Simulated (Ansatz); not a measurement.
**Electric field gradients in Al$_{3}$GaSb$_{4}$**

Method: Ansatz, DFT PBE, scalar-relativistic, plane waves, PAW. Settings: 420 eV plane-wave cutoff, Γ-centred 6×6×6 mesh, fixed occupations. No spin polarisation.

Relaxed structure:
```yaml
crystal:
  lattice:
    - [6.22270, 0.00000, 0.00000]
    - [0.00000, 6.22270, 0.00000]
    - [0.00000, 0.00000, 6.22270]
  atoms:
    - { symbol: Al, position: [0.50000, 0.50000, 0.00000] }
    - { symbol: Al, position: [0.50000, 0.00000, 0.50000] }
    - { symbol: Al, position: [0.00000, 0.50000, 0.50000] }
    - { symbol: Ga, position: [0.00000, 0.00000, 0.00000] }
    - { symbol: Sb, position: [0.74991, 0.74991, 0.25009] }
    - { symbol: Sb, position: [0.74991, 0.25009, 0.74991] }
    - { symbol: Sb, position: [0.25009, 0.74991, 0.74991] }
    - { symbol: Sb, position: [0.25009, 0.25009, 0.25009] }
```

The cell was built by swapping an element in a database structure (itself possibly hypothetical) and relaxing; it need not be the stable form of this composition. Spin–orbit coupling is left out, which matters for gradients at heavy nuclei.

Q: Give V_zz (10²¹ V/m²) and the asymmetry η at each distinct site.

A:
| atom | V_zz | η |
| --- | --- | --- |
| Al (atom 1) | -0.041 | 0.00 |
| Ga (atom 4) | 0.000 | zero by symmetry |
| Sb (atom 5) | 6.04 | 0.00 |

Cost: 1 run of about 2.7 core-minutes, on Intel Xeon Processor @ 2.50GHz (Skylake/Cascade Lake) (shared hosts).